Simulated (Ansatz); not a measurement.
Cd:
```
CELL_PARAMETERS angstrom
      2.99500     0.00000     0.00000
     -1.49750     2.59375     0.00000
      0.00000     0.00000     5.46744
ATOMIC_POSITIONS crystal
  Cd 0.33333 0.66667 0.75000
  Cd 0.66667 0.33333 0.25000
```

Relaxed with PBE+D3(BJ) in the plane-wave PAW code Ansatz. Indices refer to the conventional cell of P6_3/mmc, a = b = 2.9950 Å, c = 5.4674 Å, α = β = 90.00°, γ = 120.00°.

Problem. Simulate the powder diffraction pattern (Ag Kα, λ = 0.560885 Å; lines above 1 %) up to 2θ = 30°.

Solution. Simulated powder pattern, Ag Kα, λ = 0.560885 Å (kinematic, ideal powder, no thermal factors, no anomalous dispersion; the 30 strongest lines at most, above 1 %, up to 2θ = 30°):

```tsv
2θ (°)	d (Å)	I/Imax (%)	hkl
11.78	2.734	33	(0002)
12.41	2.594	22	(1 0 -1 0)
13.75	2.343	100	(1 0 -1 1)
17.14	1.882	18	(1 0 -1 2)
21.59	1.498	18	(1 1 -2 0)
21.68	1.491	27	(1 0 -1 3)
23.68	1.367	4.5	(0004)
24.66	1.313	24	(1 1 -2 2)
24.98	1.297	2.8	(2 0 -2 0)
25.68	1.262	16	(2 0 -2 1)
26.82	1.209	4.5	(1 0 -1 4)
27.70	1.172	4.0	(2 0 -2 2)
```

Symmetry was held in the PBE+D3(BJ) relaxation. The pairwise dispersion correction was not fitted to metals. Axis ratios of metals converge slowly with the k-mesh, so a and c are less sure than the volume.

Potentials: the later of the program's two PAW sets.
